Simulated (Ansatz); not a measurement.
## YPb$_{3}$: stiffness from a series of strains

```xyz
4
Lattice="4.8230 0.0000 0.0000 0.0000 4.8230 0.0000 0.0000 0.0000 4.8230" Properties=species:S:1:pos:R:3 pbc="T T T"
Y     0.0000    0.0000    0.0000
Pb    0.0000    2.4115    2.4115
Pb    2.4115    0.0000    2.4115
Pb    2.4115    2.4115    0.0000
```

Atom numbers follow the list: Y1, Pb2, Pb3, Pb4.

The cell is COD entry 1523308, as deposited and not checked against the literature; nothing was relaxed.

Spin polarisation is left out, and whether a magnetic state lies lower isn't shown here.

No spin–orbit coupling, which matters for the heavy atoms here.

The calculation used Ansatz 0.2.0, DFT, PBEsol, all-electron LAPW, scalar-relativistic.

Settings: a Γ-centred 8×8×8 k mesh, Fermi–Dirac smearing of 0.08 eV, basis error target 0.5 meV/atom, no spin polarisation.

The strain is applied along the Cartesian axes of the cell as listed (the other components stay zero). Fractional coordinates are held (clamped ions).

σ is the change of stress from the unstrained cell, which is at -0.52 GPa; tension is positive, so slopes are stress–strain coefficients at that pressure. In a metal the k mesh adds noise.

Only quantities that a quadratic follows smoothly over the whole series are listed; rougher ones are left out.

```csv
εzz,σzz (GPa),σxx (GPa)
-0.0200,-1.34,-1.06
-0.0100,-0.65,-0.51
0.0000,0.00,0.00
0.0200,1.14,0.96
```

Q: Fit the series and read off the stiffness at zero strain.

A: Least-squares fits y = p0 + p1 x + p2 x² to the rows give σzz (GPa): p1 = 62, p2 = -250; σxx (GPa): p1 = 50.4, p2 = -130. So C11 = 62 GPa and C12 = 50 GPa, which gives B = (C11 + 2 C12)/3 = 54 GPa.

Q: One run, at εzz = 0.0100, is withheld. Predict its row.

A: The fits give 0.59, 0.49; the run gave 0.60, 0.49.
